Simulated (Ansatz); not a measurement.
Relaxing a structure of Ru

The start is a generated cell, Ru placed in the AFLOW prototype A_cI16_220_c (as in Li). A full variable-cell relaxation at zero pressure is run with r2SCAN (plane waves to 500 eV, PAW, scalar-relativistic; Ansatz, a program for electronic structure). The first steps use a coarse 8×8×8 k-mesh.

Starting cell:
```
Ru
1.0
   -3.00003     3.00003     3.00003
    3.00003    -3.00003     3.00003
    3.00003     3.00003    -3.00003
Ru
8
Direct
  0.40200   0.40200   0.40200
  0.50000   0.00000   0.09800
  0.00000   0.09800   0.50000
  0.09800   0.50000   0.00000
  0.90200   0.90200   0.90200
  0.50000   0.00000   0.59800
  0.00000   0.59800   0.50000
  0.59800   0.50000   0.00000
```

### Question
How large is the pressure on the unrelaxed cell, and of which sign?

### Answer
+14.7 GPa (positive: the cell is compressed).

### Question
What is the largest force in the starting geometry, and on which atom (counted from 1)?

### Answer
2.09 eV/Å, on Ru1, Ru2, Ru3, Ru4, Ru5, Ru6, Ru7, Ru8 (atoms numbered as listed).

### Question
How do the shortest distances between atoms change?

### Answer
The closest pairs of elements (up to four, under 3.6 Å), start → end: Ru–Ru 2.48 → 2.61 Å.

### Question
Give the final cell and atomic positions.

### Answer

Space group I-43d (No. 220); a = 6.036 Å, b = 6.036 Å, c = 6.036 Å, α = 90.00°, β = 90.00°, γ = 90.00°

```tsv
atom	site	symmetry	x	y	z
Ru	16c	.3.	0.2158	0.2158	0.2158
```
(The calculation used a cell of 8 atoms; values per cell refer to that cell.)

The space group stays I-43d (No. 220) (the run could not lower it); the end is AFLOW prototype A_cI16_220_c (as in Li), with 8 atoms in the primitive cell. Final values are on a 11×11×11 k-mesh of the relaxed cell. No spin polarisation in the result.

The run could not lose the symmetry of its start; a randomly shaken copy of 8 atoms returns to this structure.

The relaxed structure here is a generated cell of Ru: the first start was made by placing the elements on the sites of a structure type, and the end was not matched to a known phase here, so it may be hypothetical. Known forms of Ru include space group No. 194.
